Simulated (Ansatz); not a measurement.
Calculated quadrupolar parameters for Lu

The cell is an entry of the Crystallography Open Database (COD), whose atoms a relaxation with PBE at fixed cell left in place.

```
Lu
1.0
     3.50990    0.00000    0.00000
    -1.75495    3.03966    0.00000
     0.00000    0.00000    5.56660
Lu
2
Cartesian
  0.0000 2.0264 1.3916
  1.7549 1.0132 4.1749
```

Atoms are numbered from 1 in the order listed; like atoms form one site, named after its first atom.

The numbers come from a DFT calculation in Ansatz (PBE, plane waves and PAW, scalar-relativistic, 420 eV cutoff, Γ-centred 11×11×6 k-points, Fermi–Dirac smearing 0.05 eV).

C_Q = eQV_zz/h, which is 24.18 MHz for Q = 1 b and V_zz = 10²¹ V/m²; η = (V_xx − V_yy)/V_zz. ν_Q = 3|C_Q|/[2I(2I − 1)].

¹⁷⁵Lu: I = 7/2, Q = 3490 mb. Quadrupole moments are those of Pyykkö's year-2017 table.

**Question.** What field gradients does the calculation give at each kind of site?

**Answer.** 

| site | atoms (order as listed) | first shell | C_Q (MHz) | η | ν_Q (MHz) |
| --- | --- | --- | --- | --- | --- |
| Lu | 1, 2 | 12 Lu at 3.44–3.51 Å | 418 | 0.00 | 29.9 |

An axis of threefold or higher order runs through Lu, so V_zz lies along it and η is zero.

With no gap above 0.1 eV, as in a metal, the gradients converge slowly in k; expect changes of a tenth or more on a denser mesh. Without spin–orbit coupling the gradients at and beside Lu can be off by some per cent, at some sites by more.

The relaxation (1 step) took 12 s of wall time (12 s of CPU time) and 0.43 GiB at its peak, on 1 thread of Arm Neoverse V2 (aarch64; 28 cores open to the job, memory cap 3.0 GiB, no GPU), a shared host with a load of 0.6 a core.
